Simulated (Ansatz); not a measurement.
The start is a randomly generated symmetric cell of Co (space group No. 65). Cell shape, volume and atoms are optimised at zero target pressure with r2SCAN (plane waves to 500 eV, PAW, scalar-relativistic; Ansatz, a first-principles code). The first steps use a coarse 14×14×15 k-mesh.

Initial structure:
```yaml
crystal:
  lattice:
    - [1.57224, -1.69467, 0.00000]
    - [1.57224, 1.69467, 0.00000]
    - [0.00000, 0.00000, 2.12354]
  atoms:
    - { symbol: Co, position: [0.50000, 0.50000, 0.00000] }
```
Spin-polarised start, with parallel moments on Co.

| Item | Value |
|---|---|
| Initial pressure | +23.1 GPa (positive: the cell is compressed) |
| Outcome | The space group goes from Cmmm (No. 65) to P6/mmm (No. 191); the end is AFLOW prototype A_hP1_191_a (A_f, as in Sn), with 1 atom in the primitive magnetic cell |
| Energy released | 0.42 eV/atom |
| Shortest distances (start → end) | The closest pairs of elements (up to four, under 3.6 Å), start → end: Co–Co 2.12 → 2.32 Å |
| Band gap at the end | no gap (metallic) |
| Moments at the end | net 1.97 μB/atom, ferromagnetic |
| Optimiser moves | 16 |

The end point of the relaxation:

Space group P6/mmm (No. 191); a = 2.4330 Å, b = 2.4330 Å, c = 2.3198 Å, α = 90.00°, β = 90.00°, γ = 120.00°

```
atom  site  symmetry       x       y       z
----  ----  --------  ------  ------  ------
Co      1a     6/mmm  0.0000  0.0000  0.0000
```

Final values are on a 22×22×20 k-mesh of the relaxed cell. Spin state reached: ferromagnetic (net 1.97 μB/atom), from parallel starting moments; other spin orders were not run from this start. r2SCAN tends to overstate moments in metals.

The run could not lose the symmetry of its start, so the end can be a saddle point.

The relaxed structure here is a generated cell of Co: the first start was made by a random draw of sites in a space group, and the end was not matched to a known phase here, so it may be hypothetical. Known forms of Co include space group No. 194.
